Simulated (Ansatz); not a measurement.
Level of theory: Ansatz, DFT PBE, scalar-relativistic, plane waves, PAW. All cells share a 420 eV cutoff and Γ-centred k meshes spaced at most about 0.3 Å⁻¹ (about 0.25 or finer for metals, 2π included). No spin polarisation in the final relaxations.

All energies are static (0 K, no zero-point motion). All come from trial cells, and lower structures may exist.

Task: These unrelaxed guesses for Y₃Si₂F are each relaxed within their symmetry. Order them by the energy at which they end, lowest first.
1.

```
Y Si F
1.0
     4.05642    0.00000    0.00000
     0.00000    4.05642    0.00000
     0.00000    0.00000    7.12242
Y Si F
3 2 1
Cartesian
  2.0282 2.0282 3.1888
  2.0282 2.0282 6.0153
  0.0000 0.0000 1.4550
  2.0282 0.0000 5.6010
  0.0000 2.0282 5.6010
  0.0000 0.0000 4.6169
```

2.

```
Y Si F
1.0
     2.97499    1.71761    8.36654
    -2.97499    1.71761    8.36654
     0.00000   -3.43522    8.36654
Y Si F
3 2 1
Direct
  0.00000 0.00000 0.00000
  0.33604 0.33604 0.33604
  0.66396 0.66396 0.66396
  0.74137 0.74137 0.74137
  0.25863 0.25863 0.25863
  0.50000 0.50000 0.50000
```

3.

```
Y Si F
1.0
     5.64240    0.00000    0.00000
    -2.82120    4.88647    0.00000
     0.00000    0.00000    4.16738
Y Si F
3 2 1
Direct
  0.00000 0.50000 0.99502
  0.50000 0.00000 0.99502
  0.50000 0.50000 0.99502
  0.66667 0.33333 0.49615
  0.33333 0.66667 0.49615
  0.00000 0.00000 0.19263
```

4.

```
Y Si F
1.0
     6.13646    0.00000    0.00000
    -3.06823    5.31433    0.00000
     0.00000    0.00000    3.32207
Y Si F
3 2 1
Direct
  0.50000 0.00000 0.50000
  0.50000 0.50000 0.50000
  0.00000 0.50000 0.50000
  0.33333 0.66667 0.00000
  0.66667 0.33333 0.00000
  0.00000 0.00000 0.00000
```

Result: 2 (ends in R-3m, 0 meV/atom), 1 (ends in P4mm, 0.34 eV/atom), 3 (ends in P6/mmm, 0.60 eV/atom), 4 (ends in P6/mmm, 0.74 eV/atom).

Cells relaxed within their symmetry can be saddle points. Some candidate types were left out of the draw beforehand, so a known form may be missing.
